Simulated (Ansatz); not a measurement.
CoSn (CoSn type, space group P6/mmm)

```cif
data_Co3Sn3
_chemical_formula_sum 'Co3 Sn3'
_space_group_name_H-M_alt 'P6/mmm'
_space_group_IT_number 191
_space_group_name_Hall '-P 6 2'
_cell_length_a 5.24162
_cell_length_b 5.24162
_cell_length_c 4.18794
_cell_angle_alpha 90.000
_cell_angle_beta 90.000
_cell_angle_gamma 120.000
loop_
_atom_site_label
_atom_site_type_symbol
_atom_site_symmetry_multiplicity
_atom_site_Wyckoff_symbol
_atom_site_fract_x
_atom_site_fract_y
_atom_site_fract_z
_atom_site_occupancy
Co1 Co 3 f 0.00000 0.50000 0.00000 1
Sn1 Sn 1 a 0.00000 0.00000 0.00000 1
Sn2 Sn 2 d 0.33333 0.66667 0.50000 1
```

The volume is varied about the relaxed value V₀ at fixed cell shape. Symmetry pins the atoms to their sites.

All values below come from r2SCAN (plane waves to 500 eV, PAW, scalar-relativistic; Ansatz, a program for electronic structure). k mesh 10×10×11 (Γ-centred), Fermi-Dirac smearing 0.05 eV. The energy includes the smearing's −TS. With the shape held, the modulus is that of even scaling; a crystal free to change shape is softer. CoSn is run without spin polarisation. CoSn was relaxed with its symmetry unable to fall. ΔE is measured from the relaxed starting cell. The last digit holds for this mesh only.

| V (Å³/atom) | ΔE (meV/atom) |
|---|---|
| 14.947 | 90.8 |
| 15.362 | 48.5 |
| 15.777 | 20.5 |
| 16.193 | 4.9 |
| 16.608 | 0.0 |
| 17.023 | 4.4 |
| 17.438 | 16.9 |
| 17.853 | 36.3 |
| 18.269 | 61.7 |

Problem. What is the fitted pressure derivative B₀′?

Solution. 4.8.

Problem. What bulk modulus at fixed cell shape B₀ follows from a third-order Birch-Murnaghan fit?

Solution. 143 GPa. Check by three points about V = 16.608 Å³/atom, step 0.830: d²E/dV² ≈ (20 − 2·0 + 17) meV / 0.830² = 0.0537 eV/Å⁶, and V·d²E/dV² × 160.2 = 143 GPa.

(A scan under strain: stresses follow from slopes of the energy per volume, elastic moduli from its curvatures.)
